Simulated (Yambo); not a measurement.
A G0W0@PBEsol run in Yambo for MgO (rock salt, space group Fm-3m, No. 225) under isotropic strain of +2 % on all lattice vectors (6×6×6 Γ-centred k mesh, bands 2 to 72 and a 14 Ry block in the screening, 72 bands in G with the Bruneval-Gonze terminator, plasmon pole fitted at 27.2 eV) gives these matrix elements, in eV, at the band edges (Γ → Γ):

```json
[
 {"state": "valence edge", "E0": "0.000", "<Vxc>": "-19.728", "<Σx>": "-25.216", "<Σc(E0)>": "3.681", "Z": "0.795"},
 {"state": "conduction edge", "E0": "4.105", "<Vxc>": "-13.291", "<Σx>": "-8.825", "<Σc(E0)>": "-3.330", "Z": "0.847"}
]
```

Task: Solve the linearised quasiparticle equation for both states, give the gap, and say how exchange and correlation each act on it.

Result: E = E0 + Z(Σx + Σc − Vxc). Valence: 0.000 + 0.795 × (-25.216 + (3.681) − (-19.728)) = -1.44 eV. Conduction: 4.105 + 0.847 × (-8.825 + (-3.330) − (-13.291)) = 5.07 eV. The gap is 6.50 eV, against 4.10 eV in PBEsol. Replacing Vxc by bare exchange alone would open it by 9.95 eV; correlation takes back 7.01 eV of that, and Z scales what is left. Convergence of the G0W0 settings was not tested. 

Geometry strained from the cell relaxed with PBEsol, atoms relaxed again; primitive cell a = 3.039 Å, b = 3.039 Å, c = 3.039 Å, α = 60.00°, β = 60.00°, γ = 60.00°.
